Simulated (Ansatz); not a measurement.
## Ge (diamond)

The computed numbers are results of PBE, scalar-relativistic (no spin polarisation) in the plane-wave PAW code Ansatz at 420 eV, Γ-centred 14×14×14 mesh, 0.05 eV Gaussian smearing; PAW files: Ansatz's generated set soft_2.

```
Ge
1.0
     0.00000    2.88040    2.88040
     2.88040    0.00000    2.88040
     2.88040    2.88040    0.00000
Ge
2
Direct
  0.50000 0.50000 0.50000
  0.75000 0.75000 0.75000
```

The cell is relaxed to zero pressure at this level.

Path: Γ–X–U | K–Γ–L–W–X, with Γ = (0.000, 0.000, 0.000), X = (0.500, 0.000, 0.500), U = (0.625, 0.250, 0.625), K = (0.375, 0.375, 0.750), L = (0.500, 0.500, 0.500), W = (0.500, 0.250, 0.750) in reciprocal vectors of the calculation's cell.

**Question.** Is it a metal or an insulator, and if it has a gap, where are the band edges on this path?

**Answer.** A semimetal or zero-gap crystal: the filled and empty bands only touch or barely overlap.

Bands as a text map, energy in eV from the Fermi level (dashes), each leg drawn with the same width:
```
  3.71 |                   * *      *****    *          
  3.43 |             *      *      *     *****          
  3.14 |                    *    **              *      
  2.86 | *                   *   *          *           
  2.57 |*  *        *         ***                 *     
  2.29 | ** *                              *            
  2.00 |           *      *                        *    
  1.71 |  *  *    *      * *              *             
  1.43 |                *   *                       *   
  1.14 | * *  *  *  ****     *                       *  
  0.86 |    *  *****             **      *            **
  0.57 |     **               *    *                    
  0.29 |                        *   *   *               
  0.00 |*--------------------****----***----------------
 -0.29 | *                  *    *                      
 -0.57 |*                      *  *                     
 -0.86 |  *                * ** *  *                    
 -1.14 |                            **                  
 -1.43 | *                *           ****              
 -1.71 |   *             *  *             *             
 -2.00 |                         *                      
 -2.29 |    *           *                * *            
 -2.57 |     *      ****     *              *           
 -2.86 |  *   ******       *              *          ***
 -3.14 |         *                           *      *   
 -3.43 |          **      *       *        *  *   **    
 -3.71 |            *                       * ****      
 -4.00 |   *         *** *  *                *          
        Γ      X      UK       Γ       L       W       X
```

**What was measured.** From “Electronic and optical properties of SixGe1-x-ySny alloys lattice-matched to Ge”, 2021, arxiv:2109.02782, for a bulk crystal of Ge at 300 K: band gap 0.807 eV (direct).

**Against experiment.** Against the measured gap of Ge, 0.807 eV (direct; 300 K; “Electronic and optical properties of SixGe1-x-ySny alloys lattice-matched to Ge”, 2021, arxiv:2109.02782), the calculated 0.00 eV is off by -0.81 eV. 3 values of this kind are on record (0.666 to 0.807 eV); this one was drawn at random among those near their median. Kohn–Sham gaps of semilocal functionals mostly fall below measured ones. Temperature and excitons aren't in the calculation.

At this volume the filled and empty bands only touch, so this is a zero-gap semimetal rather than a metal, and a semilocal functional can cause such a touching. The relaxed cell is 6 % larger in volume than the cell of this structure in the Crystallography Open Database (22.64 Å³/atom, 1975).
